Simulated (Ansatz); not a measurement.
## BiRu: all-electron results

```yaml
crystal:
  lattice:
    - [0.00000, 2.77474, 2.77474]
    - [2.77474, 0.00000, 2.77474]
    - [2.77474, 2.77474, 0.00000]
  atoms:
    - { symbol: Ru, position: [0.00000, 0.00000, 0.00000] }
    - { symbol: Bi, position: [0.50000, 0.50000, 0.50000] }
```

Atom numbers follow the list: Ru1, Bi2.

The cell was built from the rocksalt type and relaxed in the same program, and has space group Fm-3m; it needn't be a known or the stable phase.

Spin polarisation is left out, and whether a magnetic state lies lower isn't shown here.

No spin–orbit coupling, which matters for the heavy atoms here.

All numbers are computed: DFT, PBE, all-electron LAPW, scalar-relativistic (Ansatz 0.2.0); DFT, PBE, PAW with Ansatz's default frozen-core files, scalar-relativistic (Ansatz 0.2.0).

For LAPW: a Γ-centred 10×10×10 k mesh, Fermi–Dirac smearing of 0.05 eV, basis error target 0.25 meV/atom, no spin polarisation. PAW takes a cutoff of 420 eV at this cell. The Ansatz runs share mesh, smearing and spin set-up. Values come from LAPW unless marked.

| Item | Value |
| --- | --- |
| Band gap | none: with an odd electron count and no spin polarisation the bands can't all be full, a metal in this set-up (spin order or a larger cell could open a gap) |
| Density of states at the Fermi level (0.2 eV bin) | 2.73 states/eV per cell |
| Löwdin charges (with 0.09 e of the cell spilling out of the atomic basis, so their sizes and signs hang on that basis) | Ru1 -0.15, Bi2 0.24 e |
| Bader charges (from the PAW run) | Ru1 -0.29, Bi2 +0.29 e |
| Volume per atom | 21.36 Å³ |
| Pressure at this cell | 0.03 GPa |
